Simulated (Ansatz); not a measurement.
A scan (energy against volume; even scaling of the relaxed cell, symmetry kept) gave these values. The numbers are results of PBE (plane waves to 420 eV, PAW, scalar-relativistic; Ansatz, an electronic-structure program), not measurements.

| Quantity | Value |
|---|---|
| Bulk modulus at fixed cell shape B₀ (third-order Birch-Murnaghan fit) | 125 GPa |
| Pressure derivative B₀′ (fit) | 5.3 |
| Equilibrium volume of the fit | 13.35 Å³/atom |

### Question
Of these crystals, all scanned alike, which one is it?
A) BaTiO₃ (tetragonal-perovskite type, space group P4mm)
B) CdSe (wurtzite)
C) Se (trigonal-Se type, space group P3_121)

### Answer
A, BaTiO₃ (tetragonal-perovskite type, space group P4mm). The others have, for the bulk modulus at fixed cell shape: CdSe 44.6 GPa, Se 13.8 GPa

All were relaxed with their symmetry unable to fall. BaTiO3 is run without spin polarisation. With the shape held, the modulus is that of even scaling; a crystal free to change shape is softer.

(A scan under strain: stresses follow from slopes of the energy per volume, elastic moduli from its curvatures.)
